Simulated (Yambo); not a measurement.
A G0W0@PBE run in Yambo for a free-standing PtSe2 monolayer (symmetry P-3m1, slab cell 15.6 Å high) (6×6×1 Γ-centred k mesh, bands 23 to 142 and a 6 Ry block in the screening, 142 bands in G with the Bruneval-Gonze terminator, plasmon pole fitted at 27.2 eV, slab-truncated Coulomb interaction, stochastic integration of W near q = 0) gives these matrix elements, in eV, at the band edges (Γ → (0, 0.167)):

```
state               E0    <Vxc>     <Σx>  <Σc(E0)>      Z
---------------  -----  -------  -------  --------  -----
valence edge     0.000  -15.039  -16.566     1.202  0.740
conduction edge  1.642  -16.427  -13.387    -2.063  0.742
```

Solve the linearised quasiparticle equation for both states, give the gap, and say how exchange and correlation each act on it.

E = E0 + Z(Σx + Σc − Vxc). Valence: 0.000 + 0.740 × (-16.566 + (1.202) − (-15.039)) = -0.24 eV. Conduction: 1.642 + 0.742 × (-13.387 + (-2.063) − (-16.427)) = 2.37 eV. The gap is 2.61 eV, against 1.64 eV in PBE. Replacing Vxc by bare exchange alone would open it by 4.57 eV; correlation takes back 3.27 eV of that, and Z scales what is left. Convergence of the G0W0 settings was not tested. The mesh misses a band edge: along a dense path the PBE gap is 1.37 eV against 1.64 eV on the mesh. Without spin-orbit coupling, band edges of such heavy elements can be off by tenths of an eV.

Geometry relaxed with PBE+D3(BJ); primitive cell a = b = 3.710 Å, c = 15.600 Å, α = β = 90.00°, γ = 120.00°.

The potentials are those of PseudoDojo's stringent table.
